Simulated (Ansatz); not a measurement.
Relaxed-ion elastic tensor of Ti (hcp (Mg type), P6_3/mmc) in GPa (Voigt order), the program Ansatz at the r²SCAN level (PAW); density 4.59 g/cm³, 17.31 Å³ per atom.

```
 178  98.3  76.1   0.0   0.0   0.0
98.3   178  76.1   0.0   0.0   0.0
76.1  76.1   197   0.0   0.0   0.0
 0.0   0.0   0.0  47.9   0.0   0.0
 0.0   0.0   0.0   0.0  47.9   0.0
 0.0   0.0   0.0   0.0   0.0  39.9
```

Task: Is the crystal mechanically stable?

Result: Yes: the smallest eigenvalue of C is 39.9 GPa.

Task: Work out the Voigt, Reuss and Hill averages.

Result: K_V = 117, K_R = 117, K_H = 117; G_V = 47.3, G_R = 46.2, G_H = 46.8 GPa.

Task: Give Young's modulus, Poisson's ratio, Pugh's ratio and the universal anisotropy index.

Result: E = 9KG/(3K + G) = 124 GPa; ν = 0.32; K/G = 2.50 (ductile by the Pugh limit of 1.75); A_U = 5G_V/G_R + K_V/K_R − 6 = 0.12.

Task: Estimate the sound speeds and the Debye temperature.

Result: v_l = √((K + 4G/3)/ρ) = 6250 m/s, v_t = √(G/ρ) = 3190 m/s, mean 3570 m/s; Θ = (h/k)(3n/4πV)^(1/3) v_m = 411 K.

Task: How much does each axis shrink under pressure?

Result: Linear compressibilities β_i = Σ_j S_ij (j = 1 to 3): x 2.8, y 2.8, z 2.9 per TPa.

The r²SCAN relaxation kept the symmetry of its start; of distortions, only those at the zone centre were tested. No spin polarisation was allowed. As this level gives no gap, shear constants depend on the k-mesh and smearing (Fermi–Dirac, 0.1 eV here).

Potentials: the later of the program's two PAW sets.
